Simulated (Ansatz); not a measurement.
Given:

BaIrO$_{3}$:
```xyz
5
Lattice="4.0251 0.0000 0.0000 0.0000 4.0251 0.0000 0.0000 0.0000 4.0251" Properties=species:S:1:pos:R:3 pbc="T T T"
Ir     0.0000     0.0000     0.0000
Ba     2.0126     2.0126     2.0126
O      2.0126     0.0000     0.0000
O      0.0000     2.0126     0.0000
O      0.0000     0.0000     2.0126
```

This is the r²SCAN-relaxed structure.

**Question.** All from r²SCAN in the plane-wave PAW code Ansatz, unless another level is named. Predict the electronic character.

**Answer.** metallic (no gap).

**Question.** And the formation energy from the elements (no fitted shifts)?

**Answer.** -1.68 eV/atom.

**Question.** And the density of states at the Fermi level?

**Answer.** 0.65 states/eV per atom (mean over ±0.08 eV).

**Question.** And the gap with spin–orbit coupling?

**Answer.** none (metallic).

Space group Pm-3m (cubic perovskite). The workflow started from an entry of the Crystallography Open Database (COD). Whether it is the stable phase at ambient conditions was not checked. Symmetry was held in the r²SCAN relaxation; of distortions, only those at the zone centre were tested. The run is not spin-polarised. With an odd number of electrons in the cell and no spin polarisation, the count alone makes it a metal. The references are the lowest solids computed at this level, not always the standard phases (solids in place of the gases). Scalar-relativistic: spin–orbit coupling is off unless named, which matters more the heavier the elements.

Potentials: the later of the program's two PAW sets.
